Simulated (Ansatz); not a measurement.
## Relaxing a structure of Zr

The start is a generated cell, Zr placed in the hcp structure type. The structure is fully relaxed (lattice and positions, P = 0) with PBE (plane waves to 420 eV, PAW, scalar-relativistic; Ansatz, a program for electronic structure). The first steps use a coarse 12×12×7 k-mesh.

Input geometry:
```
Zr
1.0
    3.23000     0.00000     0.00000
   -1.61500     2.79726     0.00000
    0.00000     0.00000     5.14539
Zr
2
Direct
  0.33333   0.66667   0.75000
  0.66667   0.33333   0.25000
```

Task: By how much does the energy per atom fall from start to end?

Result: Under 0.01 eV/atom.

Task: How does the volume change?

Result: +0.6 %, from 23.24 to 23.40 Å³/atom.

Task: How do the shortest distances between atoms change?

Result: The closest pairs of elements (up to four, under 3.6 Å), start → end: Zr–Zr 3.18 → 3.19 Å.

Task: Is the relaxed structure metallic? Give its gap.

Result: Zero (metallic).

Task: Write out the relaxed structure.

Result: 
Space group P6₃/mmc (No. 194); a = 3.2316 Å, b = 3.2316 Å, c = 5.1736 Å, α = 90.00°, β = 90.00°, γ = 120.00°

```
atom  site  symmetry       x       y       z
----  ----  --------  ------  ------  ------
Zr      2d      -6m2  0.6667  0.3333  0.2500
```

The space group stays P6₃/mmc (No. 194) (the run could not lower it); the end is hcp (Mg type), with 2 atoms in the primitive cell. Final values are on a 17×17×9 k-mesh of the relaxed cell. No spin polarisation in the result.

The run could not lose the symmetry of its start.

All atoms sit on sites fixed by symmetry, so only the cell could relax.
